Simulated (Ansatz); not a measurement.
FeS2:
```
CELL_PARAMETERS angstrom
      5.32368     0.00000     0.00000
      0.00000     5.32368     0.00000
      0.00000     0.00000     5.32368
ATOMIC_POSITIONS crystal
  Fe 0.00000 0.00000 0.00000
  Fe 0.50000 0.00000 0.50000
  Fe 0.50000 0.50000 0.00000
  Fe 0.00000 0.50000 0.50000
  S  0.38169 0.38169 0.38169
  S  0.11831 0.61831 0.88169
  S  0.88169 0.11831 0.61831
  S  0.61831 0.88169 0.11831
  S  0.61831 0.61831 0.61831
  S  0.88169 0.38169 0.11831
  S  0.11831 0.88169 0.38169
  S  0.38169 0.11831 0.88169
```

Relaxed with PBEsol.

Give the optical modes at the zone centre with their infrared activity from DFPT, the program Ansatz at the PBEsol level (PAW).

Transverse frequencies, without the LO–TO term; a row sums one degenerate level.

| ω (cm⁻¹) | degeneracy | IR ((D/Å)²/amu) | activity | symmetry |
|---|---|---|---|---|
| 222 | 1 | 0.00 | IR-inactive | Au |
| 223 | 3 | 1.03 | IR | Tu |
| 251 | 2 | 0.00 | IR-inactive | Eu |
| 306 | 3 | 8.54 | IR | Tu |
| 342 | 1 | 0.00 | IR-inactive | Au |
| 350 | 2 | 0.00 | IR-inactive | Eg |
| 357 | 3 | 0.00 | IR-inactive | Tg |
| 363 | 3 | 27.40 | IR | Tu |
| 381 | 3 | 8.35 | IR | Tu |
| 382 | 1 | 0.00 | IR-inactive | Ag |
| 387 | 2 | 0.00 | IR-inactive | Eu |
| 401 | 3 | 0.00 | IR-inactive | Tg |
| 412 | 3 | 208.26 | IR | Tu |
| 443 | 3 | 0.00 | IR-inactive | Tg |

How high does the top mode go among those that the LO–TO term moves?

473 cm⁻¹ for q along x.

Space group Pa-3. The PBEsol relaxation kept the symmetry of its start; of distortions, only those at the zone centre were tested. The workflow began spin-polarised and lost its moments.

Potentials: the later of the program's two PAW sets.
